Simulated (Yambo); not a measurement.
# How GW settings move the gap: CsGeI$_{3}$

G0W0@PBEsol for CsGeI$_{3}$ (space group Cm, No. 8) in Yambo. Reference settings: 2×2×2 Γ-centred k mesh, 307 bands and a 7 Ry block in the screening, 307 bands in G with the Bruneval-Gonze terminator, plasmon pole fitted at 27.2 eV. The PBEsol gap (-0.5, -0.5, -0.5) → (-0.5, -0.5, -0.5) on this mesh is 0.99 eV; G0W0 gaps are taken between the same points.

| change from the reference | G0W0 gap (-0.5, -0.5, -0.5) → (-0.5, -0.5, -0.5) (eV) | shift of the valence edge (eV) | rough Yambo cost |
|---|---|---|---|
| reference settings | 1.73 | -0.73 | 1 |
| 107 bands in W, 107 bands in G | 1.72 | -0.43 | about 1/3 |
| 193 bands in W, 193 bands in G | 1.73 | -0.63 | within a factor of two |
| 193 bands in G | 1.74 | -0.71 | – |
| 1 Ry block | 1.42 | -0.05 | about 1/4 |
| 3 Ry block | 1.53 | -0.43 | about 1/3 |
| pole fitted at 55 eV | 1.76 | -0.81 | – |
| no random integration | 1.70 | -0.55 | – |
| 107 bands in G, no terminator | 1.67 | -0.21 | – |
| no terminator | 1.72 | -0.64 | – |

The reference isn't shown to be the converged limit. Costs are rough (shared machines), scaled to the same edge states, and given only for runs that recompute the screening.

Without spin-orbit coupling, band edges of such heavy elements can be off by tenths of an eV.

The standard potential for Ge keeps a d shell in the valence without the s and p states of that shell. In tests on such compounds this moved G0W0 gaps by up to about 0.9 eV, so absolute quasiparticle energies here are unreliable; differences between settings are what counts.

Geometry of the Materials Project entry, not relaxed at this level; primitive cell a = b = 6.0659 Å, c = 6.1281 Å, α = β = 92.18°, γ = 88.27°.

The structure is a Materials Project entry; no match was found in the copy of COD used, and its stability was not checked.

A shift is the quasiparticle energy of the state minus its PBEsol energy.
